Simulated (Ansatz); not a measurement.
**Data sheet: ScAl (DFT)**

ScAl:
```xyz
4
Lattice="1.6418 -5.5147 0.0000 1.6418 5.5147 0.0000 0.0000 0.0000 4.3383" Properties=species:S:1:pos:R:3 pbc="T T T"
Sc     1.6418    -3.7170     3.2537
Sc     1.6418     3.7170     1.0846
Al     1.6418    -0.7665     3.2537
Al     1.6418     0.7665     1.0846
```

Space group Cmcm (No. 63); conventional cell a = 3.2836 Å, b = 11.0294 Å, c = 4.3383 Å, α = 90.00°, β = 90.00°, γ = 90.00°.

Method: plane-wave PAW PBEsol (Ansatz code). The cell and atoms are relaxed at this level. Other levels are named where they apply.

Cell and energy:

| Quantity | Result |
|---|---|
| Volume per atom | 19.64 Å³ |
| Density | 3.04 g/cm³ |
| Formation energy from the elements (no fitted shifts) | -0.41 eV/atom |

Electronic structure:

| Item | Result |
|---|---|
| Electronic character | metallic (no gap) |
| Density of states at the Fermi level | 1.4 states/eV per atom (mean over ±0.08 eV) |

Mechanics:

| Item | Result |
|---|---|
| Bulk modulus (Birch–Murnaghan fit) | 76.0 GPa |
| Pressure derivative B′ | 3.8 |
| Elastic constants (relaxed ions, GPa) | C11 = 101, C22 = 172, C33 = 160, C12 = 46.2, C13 = 56.3, C23 = 41.0, C44 = 62.1, C55 = 84.2, C66 = 33.7 |
| Mechanical stability | stable (all eigenvalues of C positive) |
| Hill bulk and shear moduli | 78.4 and 51.5 GPa |
| Young's modulus | 127 GPa |
| Poisson's ratio | 0.23 |
| Debye temperature from the elastic constants | 503 K |

Phonons:

| Item | Value |
|---|---|
| Highest zone-centre frequency | 351 cm⁻¹ |
| Zone-centre stability | no imaginary mode at Γ |

The first step of the workflow began from a Materials Project structure, measured or hypothetical; the Crystallography Open Database copy checked does not list it. Whether it is the stable phase at ambient conditions was not checked. The PBEsol relaxation kept the symmetry of its start. The run is not spin-polarised. As this level gives no gap, shear constants depend on the k-mesh and smearing (Fermi–Dirac, 0.1 eV here). As this level gives no gap, phonon frequencies hold no LO–TO term and depend on the k-mesh and smearing (Fermi–Dirac, 0.1 eV here). Axis ratios of metals converge slowly with the k-mesh, so a and c are less sure than the volume. The references are the lowest solids computed at this level, not always the standard phases.

Potentials: the later of the program's two PAW sets.
